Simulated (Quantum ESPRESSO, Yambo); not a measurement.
G0W0 results for MgPdF$_{6}$

Space group R-3, hexagonal axes (No. 148); a = b = 4.931 Å, c = 13.530 Å, α = β = 90.00°, γ = 120.00°

```json
[
 {"atom": "F", "site": "18f", "symmetry": "1", "x": "0.3599", "y": "0.0085", "z": "0.2511"},
 {"atom": "Mg", "site": "3b", "symmetry": "-3.", "x": "0.0000", "y": "0.0000", "z": "0.5000"},
 {"atom": "Pd", "site": "3a", "symmetry": "-3.", "x": "0.0000", "y": "0.0000", "z": "0.0000"}
]
```
(The calculation used a cell of 8 atoms; values per cell refer to that cell.)

The geometry is that of Materials Project entry mp-7921, symmetrised and not relaxed again.

Starting point: norm-conserving LDA (Quantum ESPRESSO, 84 Ry, scalar-relativistic). G0W0 in Yambo: 4×4×4 Γ-centred k mesh, bands 6 to 120 and a 6 Ry block in the screening, 120 bands in G with the Bruneval-Gonze terminator, plasmon pole fitted at 27.2 eV.

```json
{
 "LDA gap along the band path": "1.83 eV",
 "LDA gap between the mesh's edge points (F → F)": "1.83 eV",
 "G0W0 gap between the same points": "4.97 eV"
}
```

```json
[
 {"k point": "Γ", "band": "VB", "E LDA (eV)": "-0.48", "E QP (eV)": "-1.92", "shift (eV)": "-1.45", "Z": "0.79"},
 {"k point": "Γ", "band": "CB", "E LDA (eV)": "2.08", "E QP (eV)": "3.83", "shift (eV)": "1.75", "Z": "0.79"},
 {"k point": "F", "band": "VB", "E LDA (eV)": "0.00", "E QP (eV)": "-1.49", "shift (eV)": "-1.49", "Z": "0.79"},
 {"k point": "F", "band": "CB", "E LDA (eV)": "1.83", "E QP (eV)": "3.48", "shift (eV)": "1.65", "Z": "0.80"}
]
```

Energies count from the LDA valence-band maximum.

Nearest settings tried, and what they do to the gap: 98 bands in W, 98 bands in G: +17 meV; 5 Ry block (133 vectors against 175): +77 meV; 2×2×2 mesh: -51 meV. So the settings aren't converged at that level.

Spin-orbit splittings are left out.
